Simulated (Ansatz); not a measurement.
Problem. Each is relaxed and computed with plane-wave PAW PBE (Ansatz code). Which alone has a direct gap?
A) CuCl, zinc blende
B) AlAs, zinc blende
C) LaN, zinc blende
D) CaO, zinc blende

Solution. A, CuCl, zinc blende. CuCl: gap 0.52 eV (direct); CaO: gap 3.28 eV (indirect); AlAs: gap 1.50 eV (indirect); LaN: gap 1.17 eV (indirect). Typed or built starts, not in the databases checked: CaO, zinc blende; LaN, zinc blende. Not the usual ambient phase: CaO, zinc blende. All cells were relaxed under the symmetry of their starts (and spin orders); stability against distortions was not tested throughout. Rows with no word on spin ran without spin polarisation. Scalar-relativistic: spin–orbit coupling is off unless named, which matters more the heavier the elements.

Potentials: the earlier of the program's two PAW sets.
